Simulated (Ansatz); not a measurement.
A relaxation computed with Ansatz, from input to last step.

```yaml
crystal:
  lattice:
    - [-4.89875, 4.89875, 1.7148]
    - [4.89875, -4.89875, 1.7148]
    - [4.89875, 4.89875, -1.7148]
  atoms:
    - { symbol: Ta, position: [0.0, 0.0, 0.0] }
    - { symbol: Ta, position: [0.3682, 0.305, 0.6732] }
    - { symbol: Ta, position: [0.305, 0.6318, 0.9368] }
    - { symbol: Ta, position: [0.6318, 0.695, 0.3268] }
    - { symbol: Ta, position: [0.695, 0.3682, 0.0632] }
    - { symbol: As, position: [0.284, 0.0518, 0.3358] }
    - { symbol: As, position: [0.0518, 0.716, 0.7678] }
    - { symbol: As, position: [0.716, 0.9482, 0.6642] }
    - { symbol: As, position: [0.9482, 0.284, 0.2322] }
basis:
  ecutwfc: 500
kpoints:
  mp_grid: { grid: [12, 12, 12] }
hamiltonian:
  xc: r2scan
scf:
  occupations: { method: gaussian, width: 0.1 }
output:
  forces: true
  stress: true
  eigenvalues: true
relax:
  adjacent_minimum: "off"
  f_tol: 0.01
  max_steps: 40
```

```bash
ansatz run input.yaml --threads 2 --pin off --max-ram 5120MiB --backend cpu --events-out ev --progress --plain --runs-dir out
```

Level of theory: Ansatz, DFT r2SCAN, scalar-relativistic, plane waves, PAW.

Of 3 frames 3 are shown, positions in Å and forces in eV/Å; the SCF threshold varies from step to step. The mark taken_back stands on steps that the optimiser undid.

```xyz
9
Lattice="-4.8987 4.8987 1.7148 4.8987 -4.8987 1.7148 4.8987 4.8987 -1.7148" Properties=species:S:1:pos:R:3:forces:R:3 pbc="T T T" step=1 free_energy_over_end_meV_per_atom=0.10
Ta    0.0000    0.0000    0.0000    0.0000    0.0000    0.0000
Ta    2.9882    3.6074    0.0000    0.0884   -0.0095    0.0000
Ta    6.1901    2.9882    0.0000    0.0095    0.0884    0.0000
Ta    1.9105    1.2913    1.7148   -0.0884    0.0095    0.0000
Ta   -1.2913    1.9105    1.7148   -0.0095   -0.0884    0.0000
As    0.5075    2.7825    0.0000    0.0235   -0.0217    0.0000
As    7.0150    0.5075    0.0000    0.0217    0.0235    0.0000
As    4.3912    2.1163    1.7148   -0.0235    0.0217    0.0000
As   -2.1163    4.3912    1.7148   -0.0217   -0.0235    0.0000
9
Lattice="-4.8987 4.8987 1.7148 4.8987 -4.8987 1.7148 4.8987 4.8987 -1.7148" Properties=species:S:1:pos:R:3:forces:R:3 pbc="T T T" step=2 free_energy_over_end_meV_per_atom=0.48 taken_back
Ta    0.0000    0.0000    0.0000    0.0000    0.0000    0.0000
Ta    3.0008    3.6138    0.0000   -0.1887   -0.0572    0.0000
Ta    6.1837    3.0008    0.0000    0.0572   -0.1887    0.0000
Ta    1.8979    1.2850    1.7148    0.1887    0.0572    0.0000
Ta   -1.2850    1.8979    1.7148   -0.0572    0.1887    0.0000
As    0.5150    2.7792    0.0000   -0.0192    0.0368    0.0000
As    7.0183    0.5150    0.0000   -0.0368   -0.0192    0.0000
As    4.3837    2.1195    1.7148    0.0192   -0.0368    0.0000
As   -2.1195    4.3837    1.7148    0.0368    0.0192    0.0000
9
Lattice="-4.8987 4.8987 1.7148 4.8987 -4.8987 1.7148 4.8987 4.8987 -1.7148" Properties=species:S:1:pos:R:3:forces:R:3 pbc="T T T" step=3 free_energy_over_end_meV_per_atom=0.00
Ta    0.0000    0.0000    0.0000    0.0000    0.0000    0.0000
Ta    2.9923    3.6080    0.0000   -0.0008   -0.0079    0.0000
Ta    6.1895    2.9923    0.0000    0.0079   -0.0008    0.0000
Ta    1.9064    1.2908    1.7148    0.0008    0.0079    0.0000
Ta   -1.2908    1.9064    1.7148   -0.0079    0.0008    0.0000
As    0.5094    2.7813    0.0000    0.0044   -0.0025    0.0000
As    7.0162    0.5094    0.0000    0.0025    0.0044    0.0000
As    4.3893    2.1174    1.7148   -0.0044    0.0025    0.0000
As   -2.1174    4.3893    1.7148   -0.0025   -0.0044    0.0000
```

Time: 3.9 min on 2 threads of Intel(R) Xeon(R) 6975P-C (Granite Rapids), on a shared host, peak memory 2.6 GiB.

Spin–orbit coupling is left out, which can shift energies with elements as heavy as these.